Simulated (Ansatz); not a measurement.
Al2Au (MoSi2 or CaC2 type, I4/mmm) under volume change, r²SCAN in the plane-wave PAW code Ansatz, shape and atoms relaxed at each volume.

```json
[
 {"V (Å³/atom)": "15.360", "E − E(relaxed) (meV/atom)": "___", "P (GPa)": "___"},
 {"V (Å³/atom)": "15.867", "E − E(relaxed) (meV/atom)": "21.0", "P (GPa)": "7.08"},
 {"V (Å³/atom)": "16.373", "E − E(relaxed) (meV/atom)": "4.9", "P (GPa)": "3.21"},
 {"V (Å³/atom)": "16.879", "E − E(relaxed) (meV/atom)": "0.0", "P (GPa)": "0.00"},
 {"V (Å³/atom)": "17.386", "E − E(relaxed) (meV/atom)": "___", "P (GPa)": "___"},
 {"V (Å³/atom)": "17.892", "E − E(relaxed) (meV/atom)": "16.2", "P (GPa)": "-4.77"},
 {"V (Å³/atom)": "18.398", "E − E(relaxed) (meV/atom)": "34.0", "P (GPa)": "-6.44"}
]
```

Task: Some entries are withheld; supply them.

Result: 
- 17.386, E − E(relaxed) (meV/atom): 4.3
- 17.386, P (GPa): -2.65
- 15.360, E − E(relaxed) (meV/atom): 50.5
- 15.360, P (GPa): 11.69

Task: What does a third-order Birch–Murnaghan fit give for V₀, B₀ and B′?

Result: V₀ = 16.88 Å³/atom, B₀ = 95.7 GPa, B′ = 5.5.

The cell is a constructed one: a structure type filled with these elements; neither database checked (COD, Materials Project) lists it. COD files the formula under space group No. 225. Its standing as an ambient phase is unchecked. The cell was relaxed with r²SCAN under the symmetry of its start; whether a distortion lowers the energy is not shown. Scalar-relativistic: spin–orbit coupling is off unless named, which matters more the heavier the elements.

Potentials: the later of the program's two PAW sets.
